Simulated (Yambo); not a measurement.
BSE-type run in Yambo on Li2PdO3 (space group C2/m, No. 12), at zero momentum.

Quantum ESPRESSO step (PBEsol, PseudoDojo standard norm-conserving files, scalar-relativistic):
```
&CONTROL
  calculation = 'nscf'
  pseudo_dir = './pseudo'
  outdir = './out'
/
&SYSTEM
  ibrav = 0
  nat = 12
  ntyp = 3
  ecutwfc = 84.0
  ecutrho = 336.0
  occupations = 'fixed'
  force_symmorphic = .true.
  nbnd = 85
/
&ELECTRONS
  conv_thr = 1.2000000000000002e-08
  diago_full_acc = .true.
  diago_thr_init = 1e-08
/
ATOMIC_SPECIES
Li 6.9400 Li.upf
O 15.9990 O.upf
Pd 106.4200 Pd.upf
CELL_PARAMETERS angstrom
  2.552165000000  -4.416425000000   0.000000000000
  2.552165000000   4.416425000000   0.000000000000
 -1.699870000000   0.000000000000   4.764736000000
ATOMIC_POSITIONS crystal
Li   0.500000000000   0.500000000000   0.500000000000
Li   0.836470000000   0.163530000000   0.500000000000
Li   0.163530000000   0.836470000000   0.500000000000
Li   0.000000000000   0.000000000000   0.000000000000
O   0.267660000000   0.267660000000   0.762360000000
O   0.732340000000   0.732340000000   0.237640000000
O   0.424990000000   0.077990000000   0.235210000000
O   0.575010000000   0.922010000000   0.764790000000
O   0.922010000000   0.575010000000   0.764790000000
O   0.077990000000   0.424990000000   0.235210000000
Pd   0.666700000000   0.333300000000   0.000000000000
Pd   0.333300000000   0.666700000000   0.000000000000
K_POINTS automatic
4 4 4 0 0 0
```

Yambo input:
```
rim_cut
optics
bse
bss
dipoles
RandQpts= 1000000
RandGvec= 1 Ry
FFTGvecs= 40 Ry
BSKmod= "HF"
BSEmod= "resonant"
BSSmod= "hs"
BSENGexx= 15 Ry
BSENGBlk= 3 Ry
% KfnQP_E
 9.815 | 1.0 | 1.0 |
%
% BSEQptR
 1 | 1 |
%
% BSEBands
 19 | 47 |
%
% BEnRange
 0.0 | 18.9 | eV
%
% BDmRange
 0.15 | 0.15 | eV
%
BEnSteps= 378
% BLongDir
 1.0 | 0.0 | 0.0 |
%
BSHayTrs= -0.02
BSSNEig= 24
WRbsWF
```

From the report:

The dimension is k points × valence × conduction bands = 64 × 24 × 5 = 7680.
```
  [SLEPC] Approach                          : Krylov-Schur
  [SLEPC] Number of requested eigenvalues   :  24
  [SLEPC] Number of eigenvalues        [NEV]:  24
   [K] Dimension                                    :   7680
   [K] Bands                                        :   19   47
   [K] Exchange res                                 : yes
   [K] Correlation res                              : yes
   [K] W interaction is bare                        : yes
   [K] RL vectors exchange                          :   697
   [K] RL vectors correlation                       :   65
   [W] Matrix size                                  :   65
```
Lowest eigenvalues (eV; in brackets the number of states within 2 meV): 2.21 (1), 2.22 (1), 2.26 (1), 2.27 (1), 2.27 (1), 2.31 (1). They depend on the mesh, which isn't converged, and on the G0W0 scissor.

Spin-orbit coupling is not included.

Geometry of the Materials Project entry, not relaxed at this level.

The structure is a Materials Project entry; no match was found in the copy of COD used, and its stability was not checked.
